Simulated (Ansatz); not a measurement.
Cs:
Space group Im-3m (No. 229); a = 6.1632 Å, b = 6.1632 Å, c = 6.1632 Å, α = 90.00°, β = 90.00°, γ = 90.00°

```
atom  site  symmetry       x       y       z
----  ----  --------  ------  ------  ------
Cs      2a      m-3m  0.0000  0.0000  0.0000
```
(The calculation used a cell of 1 atom; values per cell refer to that cell.)

Relaxed with PBE (plane waves, PAW; program Ansatz). Indices refer to the conventional cell of Im-3m, a = b = c = 6.1632 Å, α = β = γ = 90.00°.

Problem. Simulate the powder diffraction pattern (Cu Kα, λ = 1.54184 Å; lines above 1 %) up to 2θ = 90°.

Solution. Simulated powder pattern, Cu Kα, λ = 1.54184 Å (kinematic, ideal powder, no thermal factors, no anomalous dispersion; the 30 strongest lines at most, above 1 %, up to 2θ = 90°):

```tsv
2θ (°)	d (Å)	I/Imax (%)	hkl
20.38	4.358	100	(110)
28.97	3.082	21	(200)
35.68	2.516	48	(211)
41.44	2.179	16	(220)
46.60	1.949	22	(310)
51.35	1.779	5.5	(222)
55.81	1.647	26	(321)
60.04	1.541	2.6	(400)
64.10	1.453	13	(411)+(330)
68.03	1.378	7.1	(420)
71.85	1.314	6.1	(332)
75.58	1.258	5.3	(422)
79.26	1.209	14	(431)+(510)
86.49	1.125	7.7	(521)
```

The PBE relaxation kept the symmetry of its start. Scalar-relativistic: spin–orbit coupling is off unless named, which matters more the heavier the elements.

Potentials: the later of the program's two PAW sets.
